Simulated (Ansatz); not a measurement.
GaAs:
```
CELL_PARAMETERS angstrom
      0.00000     2.66461     2.66461
      2.66461     0.00000     2.66461
      2.66461     2.66461     0.00000
ATOMIC_POSITIONS crystal
  As 0.00000 0.00000 0.00000
  Ga 0.50000 0.50000 0.50000
```

Relaxed with r²SCAN.

Q: Map the electron localisation function on the plane through (0.000, 0.000, 0.000) spanned by u = [1, 0, 0] and v = [0, 1, -1] in lattice vectors, from plane-wave PAW r²SCAN (Ansatz code).

A: x is the fraction of u, y of v (the angle between them is 90°; rows are the nearest grid lines); atoms in the plane: As at (0.00, 0.00), Ga at (0.50, 0.50).
```
y \ x   0.000  0.105  0.158  0.263  0.368  0.474  0.526  0.632  0.737  0.842  0.895   1.00
------  -----  -----  -----  -----  -----  -----  -----  -----  -----  -----  -----  -----
1.00    0.473  0.250  0.490  0.643  0.442  0.129  0.129  0.442  0.643  0.490  0.250  0.473
0.947   0.193  0.305  0.531  0.650  0.446  0.147  0.147  0.446  0.650  0.531  0.305  0.193
0.842   0.490  0.615  0.675  0.683  0.454  0.274  0.274  0.454  0.683  0.675  0.615  0.490
0.789   0.632  0.671  0.693  0.659  0.391  0.258  0.258  0.391  0.659  0.693  0.671  0.632
0.684   0.600  0.612  0.600  0.397  0.267  0.212  0.212  0.267  0.397  0.600  0.612  0.600
0.632   0.442  0.454  0.454  0.293  0.218  0.087  0.087  0.218  0.293  0.454  0.454  0.442
0.526   0.129  0.207  0.274  0.253  0.087  0.122  0.122  0.087  0.253  0.274  0.207  0.129
0.474   0.129  0.207  0.274  0.253  0.087  0.122  0.122  0.087  0.253  0.274  0.207  0.129
0.368   0.442  0.454  0.454  0.293  0.218  0.087  0.087  0.218  0.293  0.454  0.454  0.442
0.316   0.600  0.612  0.600  0.397  0.267  0.212  0.212  0.267  0.397  0.600  0.612  0.600
0.211   0.632  0.671  0.693  0.659  0.391  0.258  0.258  0.391  0.659  0.693  0.671  0.632
0.158   0.490  0.615  0.675  0.683  0.454  0.274  0.274  0.454  0.683  0.675  0.615  0.490
0.0526  0.193  0.305  0.531  0.650  0.446  0.147  0.147  0.446  0.650  0.531  0.305  0.193
0.000   0.473  0.250  0.490  0.643  0.442  0.129  0.129  0.442  0.643  0.490  0.250  0.473
```

The density is the valence pseudo-density with augmentation charge, so density and ELF within about 1 Å of a nucleus are not all-electron values.

Space group Fm-3m (rock salt). The start of the workflow was typed in or built on a structure type; neither database checked (COD, Materials Project) lists it. It is not the phase usual at ambient conditions (space group No. 216). Symmetry was held in the r²SCAN relaxation; its stability against distortions is not shown here.

Potentials: the later of the program's two PAW sets.
